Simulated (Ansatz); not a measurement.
Input, command and steps of an Ansatz relaxation.

```yaml
crystal:
  lattice:
    - [0.0, 3.7251511555, 3.7251511555]
    - [3.7251511555, 0.0, 3.7251511555]
    - [3.7251511555, 3.7251511555, 0.0]
  atoms:
    - { symbol: "Y", position: [0.5, 0.5, 0.5] }
    - { symbol: "Y", position: [0.75, 0.75, 0.75] }
    - { symbol: Ir, position: [0.125, 0.125, 0.125] }
    - { symbol: Ir, position: [0.625, 0.125, 0.125] }
    - { symbol: Ir, position: [0.125, 0.125, 0.625] }
    - { symbol: Ir, position: [0.125, 0.625, 0.125] }
basis:
  ecutwfc: 500
kpoints:
  mp_grid: { grid: [8, 8, 8] }
hamiltonian:
  xc: r2scan
scf:
  occupations: { method: gaussian, width: 0.1 }
output:
  forces: true
  stress: true
  eigenvalues: true
relax:
  adjacent_minimum: "off"
  f_tol: 0.008
  max_steps: 50
  cell: { stress_tol: 0.08, p_target: 8.0 }
```

```bash
ansatz run input.yaml --threads 1 --pin off --max-ram 2560MiB --backend cpu --events-out ev --progress --plain --runs-dir out
```

Theory: DFT r2SCAN, scalar-relativistic, plane waves, PAW (Ansatz).

Of 4 frames 3 are shown, positions in Å and forces in eV/Å; the SCF threshold varies from step to step. Steps run on the plane waves of an earlier cell, with a Pulay correction in the pressure. The basis is chosen afresh for the last frame, the zero of the energies, and at times for earlier ones too; energy and pressure step there, also at an unchanged geometry. The relaxation lowers the enthalpy F + PV at the target pressure, so the free energy itself can rise. The mark taken_back stands on steps that the optimiser undid.

```xyz
6
Lattice="0.0000 3.7252 3.7252 3.7252 0.0000 3.7252 3.7252 3.7252 0.0000" Properties=species:S:1:pos:R:3:forces:R:3 pbc="T T T" step=1 free_energy_over_end_meV_per_atom=0.64 pressure_GPa=8.18
Y     3.7252    3.7252    3.7252    0.0000    0.0000    0.0000
Y     5.5877    5.5877    5.5877    0.0000    0.0000    0.0000
Ir    0.9313    0.9313    0.9313    0.0000    0.0000    0.0000
Ir    0.9313    2.7939    2.7939    0.0000    0.0000    0.0000
Ir    2.7939    2.7939    0.9313    0.0000    0.0000    0.0000
Ir    2.7939    0.9313    2.7939    0.0000    0.0000    0.0000
6
Lattice="0.0000 3.7280 3.7280 3.7280 0.0000 3.7280 3.7280 3.7280 0.0000" Properties=species:S:1:pos:R:3:forces:R:3 pbc="T T T" step=2 free_energy_over_end_meV_per_atom=-1.32 pressure_GPa=7.60 taken_back
Y     3.7280    3.7280    3.7280    0.0000    0.0000    0.0000
Y     5.5921    5.5921    5.5921    0.0000    0.0000    0.0000
Ir    0.9320    0.9320    0.9320    0.0000    0.0000    0.0000
Ir    0.9320    2.7960    2.7960    0.0000    0.0000    0.0000
Ir    2.7960    2.7960    0.9320    0.0000    0.0000    0.0000
Ir    2.7960    0.9320    2.7960    0.0000    0.0000    0.0000
6
Lattice="0.0000 3.7261 3.7261 3.7261 0.0000 3.7261 3.7261 3.7261 0.0000" Properties=species:S:1:pos:R:3:forces:R:3 pbc="T T T" step=4 free_energy_over_end_meV_per_atom=0.00 pressure_GPa=8.00
Y     3.7261    3.7261    3.7261    0.0000    0.0000    0.0000
Y     5.5891    5.5891    5.5891    0.0000    0.0000    0.0000
Ir    0.9315    0.9315    0.9315    0.0000    0.0000    0.0000
Ir    0.9315    2.7945    2.7945    0.0000    0.0000    0.0000
Ir    2.7945    2.7945    0.9315    0.0000    0.0000    0.0000
Ir    2.7945    0.9315    2.7945    0.0000    0.0000    0.0000
```

It took 2.1 min on 1 thread of Arm Neoverse N1 (shared host), peak memory 0.74 GiB.

Spin–orbit coupling is left out, which can shift energies with elements as heavy as these.